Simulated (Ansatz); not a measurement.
This cell of Ge2Sb2Te5 (Ge2Sb2Te5-Kooi type, space group P-3m1) is off equilibrium:

```xyz
9
Lattice="4.4826 0.0000 0.0000 -2.2413 3.8821 0.0000 0.0000 0.0000 18.5126" Properties=species:S:1:pos:R:3 pbc="T T T"
Te     0.0000     0.0000     0.0000
Ge     2.2413     1.2940     1.6694
Ge     0.0000     2.5880    16.8433
Te     0.0000     2.5880     3.2947
Te     2.2413     1.2940    15.2179
Sb     0.0000     0.0000     5.2503
Sb     0.0000     0.0000    13.2623
Te     2.2413     1.2940     6.8546
Te     0.0000     2.5880    11.6581
```

The numbers are results of r2SCAN (plane waves to 500 eV, PAW, scalar-relativistic; Ansatz, a quantum-chemistry and plane-wave program), not measurements. k mesh 9×9×2 (Γ-centred), Fermi-Dirac smearing 0.05 eV. E stands for the smeared free energy. Compression counts positive. Ge2Sb2Te5 was relaxed with its symmetry unable to fall. Spin-orbit coupling is left out, though Sb and Te are heavy.

Give the stress tensor in GPa and the pressure.


```
   -3.5      0.0      0.0
    0.0     -3.5      0.0
    0.0      0.0     -0.3
```
The pressure, a third of the trace, is -2.5 GPa.

It is the relaxed cell scaled evenly to V/V₀ = 1.160, atoms relaxed where free. What is its energy relative to the relaxed cell?

47 meV/atom.

(Under strain, the slope of the energy per volume gives the stress and its curvature an elastic modulus.)
